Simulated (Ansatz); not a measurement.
Input file for Ansatz (a program for electronic structure):

Ansatz 0.2 input:
```yaml
crystal:
  lattice:
    - [6.6805673752, 0.0, 0.0]
    - [-3.3402836876, 5.7855410586, 0.0]
    - [0.0, 0.0, 3.6946311537]
  atoms:
    - { symbol: Ru, position: [0.2438561847, 0.0, 0.0] }
    - { symbol: Ru, position: [0.7561438153, 0.7561438153, 0.0] }
    - { symbol: Ru, position: [0.0, 0.2438561847, 0.0] }
    - { symbol: Zr, position: [0.5847580532, 0.0, 0.5] }
    - { symbol: Zr, position: [0.4152419467, 0.4152419467, 0.5] }
    - { symbol: Zr, position: [0.0, 0.5847580532, 0.5] }
    - { symbol: Si, position: [0.0, 0.0, 0.5] }
    - { symbol: Si, position: [0.3333333333, 0.6666666667, 0.0] }
    - { symbol: Si, position: [0.6666666667, 0.3333333333, 0.0] }
kpoints:
  mp_grid: { grid: [7, 7, 11] }
hamiltonian:
  xc: r2scan
  pseudopotentials: { kind: paw }
scf:
  occupations: { method: gaussian, width: 0.05 }
checkpoint: { read: metal.run }
output: { write_density: true, elf: true, volumetric_format: npy }
basis: { fft_grid_basis: typed }
```

Output (shortened):

```
Pseudopotentials: kind: paw
Pseudopotential: Ru, paw, valence charge 16
Pseudopotential: Zr, paw, valence charge 12
Pseudopotential: Si, paw, valence charge 4
Functional definition: r2SCAN
Crystal: 9 atoms, lattice volume = 142.800 Å³
Basis set: ecut = 500 eV, 3589 PW (Γ), exchange–correlation on 200×200×108 points (64 copies of the dense FFT grid, shifted against one another)
Bands: 58, of which v1, the nominal top of the filled ones, is band 48 counted from 1 (47 counted from 0)
Symmetry: 12 space group operations
Space group: P-62m (ITA 189), of the structure as read, at distance tolerance 5.2e-5 Å
k-points: 48 of 539 (time reversal used)
PAW frozen core: Ru, regenerated for the run's functional
PAW frozen core: Zr, regenerated for the run's functional
PAW frozen core: Si, regenerated for the run's functional
Initial density: read from a saved state, or passed on in memory by an earlier SCF of this step, an earlier step, the calling program or the single point that …
Stability of the state it starts from, as read at its close in the unpolarized treatment …
Initial wavefunctions: pseudopotential atomic-orbital guess
Eigensolver: davidson
Functional: x = r2scan, c = r2scan; τ floored in thin density (d = 2e-4 eV/Å³)
iter 1 solved again at ethr=3.14e-7 eV; its pass at ethr=3.10e-3 eV (dr2=3.02e-4 eV) is discarded
SCF iter   1: F=—  HF=-32183.335828 eV  |F-HF|=—  |Δ(HF+E_count)|=         —  Δρ=5.55e-7  dr2=3.71e-10  dr2_τ=1.02e-10  ethr=3.14e-7  ⟨swp⟩=3.0  Hψ=16368  notcnv=0
all-band conjugate gradients solve this SCF's bands
preconditioner: auto → Kerker (q_TF=auto, 2.554 Å⁻¹)
SCF iter   2: F=—  HF=-32183.335885 eV  |F-HF|=—  |Δ(HF+E_count)|=   5.72e-5  Δρ=4.56e-7  dr2=4.08e-10  dr2_τ=1.31e-10  ethr=1.00e-12  ⟨swp⟩=7.7  Hψ=11804  notcnv=0
SCF iter   3: F=-32183.335885 eV  HF=-32183.335885 eV  |F-HF|=1.09e-11  |Δ(HF+E_count)|=  2.91e-11  Δρ=2.31e-7  dr2=6.74e-11  dr2_τ=1.67e-11  ethr=1.00e-12  ⟨swp⟩=1.0  Hψ=5777  notcnv=0
SCF 1 converged in 3 iterations: F = -32183.335885 eV  dr2 = 6.74e-11
SCF converged after 3 iterations
Free energy (F): -32183.335885 eV
Harris-Foulkes:  -32183.335885 eV  (|F-HF|=1.09e-11)
Internal energy: -32183.330119 eV  (E = F + TS)
E sigma→0 (E₀):  -32183.333002 eV
Entropy (-TS):   -0.005765 eV (-0.641 meV/atom)
Fermi energy:    16.724970 eV
--- Per-component energies (eV) ---
  E_band       = -621.158836
  E_kinetic    = 2675.953608
  E_local      = -7209.123670  (includes V_loc(G=0)·N_el)
  E_nonlocal   = 1338.491704
  E_hartree    = 2502.566058
  E_xc         = -1183.047832
  E_vxc        = -1596.510140  (∫ρ·V_xc dr)
  E_paw        = -20908.216189  (= ΣΔE_a)
  E_vpaw       = -935.596561  (= ΣTr[D̂ρ^β])
  E_aug_tail   = 0.000294  (compensation charges beyond the density's cutoff)
  E_vtau       = 100.493608  (kinetic-family band-sum trace: ∫τ·v_τ [+ j·A + Jᵃ·Aᵃ] dr)
  E_ewald      = -9398.297703
  E_core_change = -1.656391  (= ΣΔE_core)
  E_smearing   = -0.005765  (= −TS)
  E_closure    = 0.000000  (closes the sum)
  Σ components = -32183.335885   (vs F -32183.335885, Δ=0.00e0)
  [band-id]    e_kinetic+e_local+e_nonlocal+2·e_hartree+e_vxc+e_vpaw+e_augmentation_tail+e_vtau = -621.159041   (vs E_band -621.158836, Δ=-2.05e-4)
--- Band table (eV; the first three rows and the last of 48) ---
  k-point 0: bands = ["-58.0010", "-57.9738", "-57.9738", "-33.9075", "-33.8792", "-33.8792", "-27.4855", "-27.3101", "-27.3101", "-27.1843", "-27.1843", "-27.1636", "-27.1496", "-27.1288", "-27.1288", "-11.4784", "-11.3542", "-11.3542", "-11.2432", "-11.2234", "-11.2027", "-11.2027", "-11.1277", "-11.1277", "5.8677", "7.5826", "8.6092", "11.4253", "11.4253", "11.7911", "11.8648", "11.8648", "12.4333", "13.1838", "13.1838", "13.1883", "13.9429", "13.9429", "14.0136", "14.1667", "14.1667", "14.6735", "14.6735", "15.0756", "15.0756", "16.4923", "16.8632", "17.0089", "17.0089", "17.1929", "17.3237", "17.9022", "17.9022", "18.5686", "18.5686", "19.2254", "19.3744", "19.7028"]
  k-point 1: bands = ["-58.0009", "-57.9737", "-57.9737", "-33.9069", "-33.8784", "-33.8784", "-27.4853", "-27.3103", "-27.3103", "-27.1842", "-27.1842", "-27.1652", "-27.1495", "-27.1306", "-27.1306", "-11.4760", "-11.3523", "-11.3523", "-11.2585", "-11.2227", "-11.2148", "-11.2148", "-11.1266", "-11.1266", "5.9725", "7.6305", "8.5628", "11.5108", "11.5108", "11.7639", "11.9492", "11.9492", "12.4163", "13.2065", "13.2193", "13.2193", "13.7486", "13.7486", "13.9741", "14.0469", "14.0469", "14.6439", "14.6439", "15.2956", "15.2956", "15.9737", "16.8918", "17.1315", "17.1315", "17.2780", "17.4245", "17.8969", "17.8969", "18.5646", "18.5646", "19.1065", "19.5177", "19.5177"]
  k-point 2: bands = ["-58.0007", "-57.9735", "-57.9735", "-33.9052", "-33.8761", "-33.8761", "-27.4846", "-27.3108", "-27.3108", "-27.1837", "-27.1837", "-27.1695", "-27.1490", "-27.1354", "-27.1354", "-11.4695", "-11.3471", "-11.3471", "-11.2994", "-11.2472", "-11.2472", "-11.2208", "-11.1236", "-11.1236", "6.2732", "7.7609", "8.4407", "11.6909", "11.7370", "11.7370", "12.1469", "12.1469", "12.3267", "13.2091", "13.2091", "13.2564", "13.5712", "13.5712", "13.7902", "13.7902", "13.8541", "14.6800", "14.6800", "15.3502", "15.5203", "15.5203", "16.4484", "17.4657", "17.5212", "17.5212", "17.6316", "17.7764", "17.7764", "18.5498", "18.5498", "18.7295", "19.1898", "19.1898"]
  k-point 47: bands = ["-58.0000", "-57.9731", "-57.9730", "-33.8869", "-33.8812", "-33.8694", "-27.4818", "-27.3117", "-27.3110", "-27.1875", "-27.1845", "-27.1839", "-27.1493", "-27.1486", "-27.1463", "-11.3927", "-11.3797", "-11.3727", "-11.3571", "-11.3381", "-11.2878", "-11.2197", "-11.1853", "-11.1511", "7.6490", "8.1456", "8.2253", "10.4497", "11.4669", "11.6379", "12.5840", "12.7441", "12.7859", "12.9814", "13.2404", "13.3258", "14.0186", "14.1895", "14.2191", "14.3007", "14.4882", "14.5520", "14.7451", "14.7758", "15.0524", "15.3620", "15.3628", "15.7538", "16.2187", "16.2265", "17.3807", "18.7118", "19.0948", "19.1891", "19.3159", "19.4911", "19.5122", "20.3578"]
  band table: 58 of 58 bands, residual norms ≤ 1.0e-3 eV
```

Cost: roughly 30 core-seconds on shared cores.

The workflow started from an entry of the Crystallography Open Database (COD). Whether it is the stable phase at ambient conditions was not checked. Symmetry was held in the r²SCAN relaxation; its stability against distortions is not shown here. No spin polarisation was allowed. Spin–orbit coupling is left out wherever it is not named.

Potentials: the later of the program's two PAW sets.

Ansatz is a plane-wave DFT program.
